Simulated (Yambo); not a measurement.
Yambo run on CaHI (space group P4/nmm, No. 129). The wavefunctions are norm-conserving PBEsol (Quantum ESPRESSO, 72 Ry, without SOC) ones on a 4×4×1 mesh (18 occupied bands); a = b = 3.980 Å, c = 8.591 Å, α = β = γ = 90.00°.

Yambo input:

```
rim_cut
gw0
dyson
el_el_corr
HF_and_locXC
cohsex
em1s
RandQpts= 1000000
RandGvec= 1 Ry
EXXRLvcs= 72 Ry
VXCRLvcs= 288 Ry
Chimod= "HARTREE"
% BndsRnXs
 1 | 269 |
%
NGsBlkXs= 8 Ry
% LongDrXs
 1.0 | 1.0 | 1.0 |
%
ExtendOut
% QPkrange
 1 | 1 | 18 | 19 |
 2 | 2 | 18 | 18 |
 6 | 6 | 19 | 19 |
%
```

k points by index: 1 = Γ, 2 = (0, 0.25, 0), 6 = M.

The o-*.qp file then holds:

```
#    K-point    Band    Eo [eV]    E [eV]    E-Eo [eV]    Vxc [eV]    Vnlxc [eV]    Sc|Eo [eV]    Re(Z)    Im(Z)
#
    1    18    -0.020124    -3.187629    -3.167504    -11.53207    -14.22595    -0.473619    1.000000    0.000000
    1    19    3.822801    3.626091    -0.196711    -11.48295    -6.001617    -5.678041    1.000000    0.000000
    2    18    0.000000    -3.105006    -3.105006    -11.54935    -14.17031    -0.484043    1.000000    0.000000
    6    19    3.452613    2.847751    -0.604862    -9.297670    -4.737311    -5.165221    1.000000    0.000000
```
(The two width columns are left out.) Convergence of these settings isn't established.

Geometry relaxed with PBE+D3(BJ).
